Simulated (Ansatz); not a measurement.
Q: Si₂Ni (fluorite or antifluorite type, Fm-3m) is relaxed with PBEsol in the plane-wave PAW code Ansatz. What lattice parameters of the conventional cell result?

A: a = 5.388 Å.

Q: Is it a metal or does it have a gap at this level?

A: No gap at this level.

The cell was relaxed with PBEsol under the symmetry of its start. The run is not spin-polarised.

Potentials: the earlier of the program's two PAW sets. The files were generated under PBE; for other functionals the program regenerates the frozen cores, and for LDA and PBEsol the local potential too.
